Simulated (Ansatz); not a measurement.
The relaxed structure here is a generated cell of TaSi2: the first start was made by placing the elements on the sites of a structure type, and the end was not matched to a known phase here, so it may be hypothetical. Known forms of TaSi2 include space group No. 181.

A relaxed cell of TaSi₂ (R-3m (No. 166)), relaxed on a k-mesh at least as fine as the one used below. Computed with PBE (plane waves to 420 eV, PAW, scalar-relativistic; Ansatz, a program for electronic structure). Γ-centred k-mesh 9×9×9 on the run's cell (coarser than for final values), Fermi–Dirac smearing 0.05 eV.

```yaml
crystal:
  lattice:
    - [4.31340, 2.49035, 12.20948]
    - [0.00000, 2.49035, 12.20948]
    - [0.00000, -2.49035, 6.10474]
  atoms:
    - { symbol: Ta, position: [0.00000, 0.22005, 0.22005] }
    - { symbol: Ta, position: [0.50000, 0.22005, 0.22005] }
    - { symbol: Ta, position: [0.00000, 0.77995, 0.77995] }
    - { symbol: Ta, position: [0.50000, 0.77995, 0.77995] }
    - { symbol: Si, position: [0.00000, 0.63511, 0.63511] }
    - { symbol: Si, position: [0.50000, 0.63511, 0.63511] }
    - { symbol: Si, position: [0.00000, 0.07696, 0.07696] }
    - { symbol: Si, position: [0.50000, 0.07696, 0.07696] }
    - { symbol: Si, position: [0.00000, 0.36489, 0.36489] }
    - { symbol: Si, position: [0.50000, 0.36489, 0.36489] }
    - { symbol: Si, position: [0.00000, 0.92304, 0.92304] }
    - { symbol: Si, position: [0.50000, 0.92304, 0.92304] }
```

The atoms are displaced along an unstable phonon of this cell by (Å):

| atom | ux | uy | uz |
|---|---|---|---|
| Ta1 | -0.142 | 0.000 | 0.000 |
| Ta2 | 0.142 | 0.000 | 0.000 |
| Ta3 | 0.142 | 0.000 | 0.000 |
| Ta4 | -0.142 | 0.000 | 0.000 |
| Si5 | -0.150 | 0.000 | 0.000 |
| Si6 | 0.150 | 0.000 | 0.000 |
| Si7 | -0.144 | 0.000 | 0.000 |
| Si8 | 0.144 | 0.000 | 0.000 |
| Si9 | 0.150 | 0.000 | 0.000 |
| Si10 | -0.150 | 0.000 | 0.000 |
| Si11 | 0.144 | 0.000 | 0.000 |
| Si12 | -0.144 | 0.000 | 0.000 |

Q: What forces (eV/Å) and pressure result?

A: 
```json
[
 {"atom": "Ta1", "Fx": "0.01", "Fy": "-0.07", "Fz": "-0.06"},
 {"atom": "Ta2", "Fx": "-0.01", "Fy": "-0.07", "Fz": "-0.06"},
 {"atom": "Ta3", "Fx": "-0.01", "Fy": "0.07", "Fz": "0.06"},
 {"atom": "Ta4", "Fx": "0.01", "Fy": "0.07", "Fz": "0.06"},
 {"atom": "Si5", "Fx": "0.06", "Fy": "-0.02", "Fz": "0.26"},
 {"atom": "Si6", "Fx": "-0.06", "Fy": "-0.02", "Fz": "0.26"},
 {"atom": "Si7", "Fx": "0.01", "Fy": "-0.06", "Fz": "0.01"},
 {"atom": "Si8", "Fx": "-0.01", "Fy": "-0.06", "Fz": "0.01"},
 {"atom": "Si9", "Fx": "-0.06", "Fy": "0.02", "Fz": "-0.26"},
 {"atom": "Si10", "Fx": "0.06", "Fy": "0.02", "Fz": "-0.26"},
 {"atom": "Si11", "Fx": "-0.01", "Fy": "0.06", "Fz": "-0.01"},
 {"atom": "Si12", "Fx": "0.01", "Fy": "0.06", "Fz": "-0.01"}
]
```

Pressure +0.4 GPa.

The undisplaced cell is probably no minimum: from this displacement the run went on to P2₁/c (No. 14), 0.21 eV/atom below it.

No spin polarisation in the result.
